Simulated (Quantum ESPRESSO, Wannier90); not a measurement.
## Wannierisation of TlBr (rock salt)

Cell from Materials Project (mp-568560), symmetrised, no further relaxation. Not found in the COD (Crystallography Open Database) copy used, which has the formula in other groups; not checked further. Method: PBEsol plane waves in Quantum ESPRESSO 7.5 (PseudoDojo norm-conserving files, 50 Ry, spinors with spin-orbit coupling), Bloch states on a 8×8×8 mesh through Γ, Wannier90 4.0.1. Density: 8×8×8 mesh, cold smearing 0.01 Ry.

```
begin unit_cell_cart
ang
    0.0000000000    3.3420400000    3.3420400000
    3.3420400000    0.0000000000    3.3420400000
    3.3420400000    3.3420400000    0.0000000000
end unit_cell_cart
mp_grid = 8 8 8
```

Neighbour vectors b of the finite-difference formula (Å⁻¹), by shell:

```tsv
shell	b_x	b_y	b_z
1	0.11750	0.11750	-0.11750
1	0.11750	-0.11750	0.11750
1	-0.11750	0.11750	0.11750
1	0.11750	0.11750	0.11750
1	-0.11750	-0.11750	0.11750
1	-0.11750	0.11750	-0.11750
1	0.11750	-0.11750	-0.11750
1	-0.11750	-0.11750	-0.11750
```

Task: Find the weights w_b from the completeness condition Σ_b w_b b_α b_β = δ_αβ.

Result: Shell 1: Σ b_x² = 0.110, Σ b_y² = 0.110, Σ b_z² = 0.110 Å⁻²
Each of the three diagonal sums, weighted, has to give 1 and the off-diagonal ones 0, which holds for w_1 = 9.05 Å². Check on xx: 9.05×0.110 = 1.00.

On this mesh the 10 functions of bands 1-2,13-20 (valence bands; start: SCDM (isolated), conv_tol = 1.0e-6) end with spreads 1.7694, 1.7685, 1.7679, 1.7715, 2.2825, 1.7678, 2.2826, 1.7689, 1.7692, 1.7727 Å², Ω_I = 16.7739 Å² and Ω_D = 0.0016 Å².

Ω_total is the sum of the spreads, 18.721 Å². Ω_OD = Ω_total − Ω_I − Ω_D = 1.945 Å². Only (Ω_D + Ω_OD)/Ω_total = 10.4 % depends on the gauge, and another start could lower the total by that share at most. The rms radius is √(Ω_total/10) = 1.37 Å.
